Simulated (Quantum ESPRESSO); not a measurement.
# Hf3YO7F: convergence and cost over cutoff and k mesh

A calculation, not a measurement. The program is pw.x of Quantum ESPRESSO 7.5 (plane-wave density functional theory). The cell is made up: 12 atoms on a fluorite lattice, with randomly drawn elements, strain and displacements, not relaxed. PseudoDojo standard norm-conserving files (v0.5 for PBE, v0.4.1 for LDA and PBEsol) set the functional; there is no spin polarisation, spin-orbit coupling or dispersion term, and the masses in the input are unused placeholders.

The hafnium pseudopotential is less sure than the others, with forces about 3 percent (worst 6) and pressure in oxides about 1.5 GPa (worst 2.7) from a second method in checks, which no rerun with the same files tests.

Input of the run in row 2:

```
&control calculation='scf', pseudo_dir='./dojo.nc.sr.pbe.v0_5.standard.upf', outdir='./o', disk_io='low', tprnfor=.true., tstress=.true. /
&system ibrav=0, nat=12, ntyp=4, nbnd=54, ecutwfc=84.00895049, nosym=.true., tot_charge=0,
 occupations='smearing', smearing='fd', degauss=0.0018374661
/
&electrons conv_thr=7.350e-09, electron_maxstep=60, /
ATOMIC_SPECIES
F 1.0 F.upf
Hf 1.0 Hf.upf
O 1.0 O.upf
Y 1.0 Y.upf
CELL_PARAMETERS angstrom
5.0874 0.0435 -0.0334
0.0435 5.0993 0.0806
-0.0334 0.0806 5.0584
ATOMIC_POSITIONS angstrom
Hf 0.0239 0.1567 0.0677
Y -0.0609 2.5926 2.7696
Hf 2.5277 0.0255 2.4925
Hf 2.5774 2.5355 0.1873
O 1.2762 1.3462 1.2939
O 1.2408 1.4438 3.7871
O 1.3454 3.9559 1.2701
F 1.4833 3.9115 3.9081
O 3.8331 1.3414 1.0831
O 3.7397 1.4643 3.7982
O 3.7174 3.7987 1.2333
O 3.7315 3.8946 3.7642
K_POINTS automatic
4 4 4 1 1 1
```

The same cell was run at these settings. Meshes are shifted by half a step, and differences are from the last row, which is itself not exact.

| cutoff (eV) | k mesh | k points solved | threshold (eV) | free energy less the last row's (eV) | pressure (GPa) | largest stress difference (GPa) | largest force difference (eV/Å) | iterations | wall time (s) | k-point pools | processor |
| --- | --- | --- | --- | --- | --- | --- | --- | --- | --- | --- | --- |
| 800 | 2 x 2 x 2 | 4 | 1e-04 | 1.118 | 6.95 | 11.61 | 0.063 | 11 | 20 | 4 | AMD EPYC, older |
| 1143 | 4 x 4 x 4 | 32 | 1e-07 | 0.003 | 18.51 | 0.04 | 0.001 | 14 | 131 | 4 | AMD EPYC, older |
| 1437 | 6 x 6 x 6 | 108 | 1e-07 | 0.000 | 18.55 | 0.00 | 0.000 | 14 | 578 | 4 | AMD EPYC, older |

Each pool is one process. Wall times include start-up and a band step at six k points, which weighs most on the coarsest meshes. The runs were on shared virtual cores whose load varied, so times are rough.